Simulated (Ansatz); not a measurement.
Si3N4: a run for the field gradients

```yaml
crystal:
  lattice:
    - [0.0, 3.83825, 3.83825]
    - [3.83825, 0.0, 3.83825]
    - [3.83825, 3.83825, 0.0]
  atoms:
    - { symbol: Si, position: [0.125, 0.125, 0.125] }
    - { symbol: Si, position: [0.625, 0.125, 0.125] }
    - { symbol: Si, position: [0.125, 0.125, 0.625] }
    - { symbol: Si, position: [0.125, 0.625, 0.125] }
    - { symbol: Si, position: [0.5, 0.5, 0.5] }
    - { symbol: Si, position: [0.75, 0.75, 0.75] }
    - { symbol: "N", position: [0.8822201173, 0.8822201173, 0.8822201173] }
    - { symbol: "N", position: [0.8966603519, 0.3677798827, 0.3677798827] }
    - { symbol: "N", position: [0.8822201173, 0.8822201173, 0.3533396481] }
    - { symbol: "N", position: [0.3677798827, 0.8966603519, 0.3677798827] }
    - { symbol: "N", position: [0.3533396481, 0.8822201173, 0.8822201173] }
    - { symbol: "N", position: [0.3677798827, 0.3677798827, 0.3677798827] }
    - { symbol: "N", position: [0.8822201173, 0.3533396481, 0.8822201173] }
    - { symbol: "N", position: [0.3677798827, 0.3677798827, 0.8966603519] }
kpoints:
  mp_grid: { grid: [6, 6, 6] }
scf:
  occupations: { method: fermi_dirac, width: 0.02 }
  max_iter: 1
hamiltonian:
  xc: pbe
  pseudopotentials: { kind: paw }
output:
  forces: true
  stress: true
  populations: true
  efg:
    quadrupole_moments_barn: { "N": 0.02044 }
    contact_densities: true
```

```sh
ansatz run input.yaml --threads 1 --pin off --max-ram 2560MiB --backend cpu --events-out ev --progress --plain --runs-dir out
```

(1) Does this calculation finish, and if not, why?

Results:

(1) The calculation stopped without meeting its thresholds. The input holds a cap of too few SCF iterations. The program says:

```
Error: did not converge after 1 iterations: dr2 = 3.69e-2 (threshold 1.00e-7), under the density mixer `msr1`, which `scf.mixing.algorithm: auto` chose by the deck's other keys (type `scf.mixing.algorithm: msr1` to keep it); raise `scf.max_iter`, which need not help a stalled SCF, or adjust the mixing (`scf.mixing`) or, under a smearing, its width (`scf.occupations.width`, in either direction: another width is another result) …
```

```
SCF iter   1: F=—  HF=-6899.594556 eV  |F-HF|=—  |Δ(HF+E_count)|=         —  Δρ=4.43e-3  dr2=3.69e-2  ethr=1.77e-3  ⟨swp⟩=10.0  Hψ=8778  notcnv=0
```

Against a sound input the change was `scf.max_iter`: not typed → 1.

With the sound settings the run converges and gives V_zz (10²¹ V/m²) Si1 0.22 (η 0.00), N 2.79 (η 0.00), and under 0.004 at the other sites; a site carries the number of its first atom in the input. These hold for the positions as typed, which a relaxation reached. At this cell the PBE pressure is 14 GPa, so with PBE the cell would grow if it were relaxed. The entry's cell may itself be off.
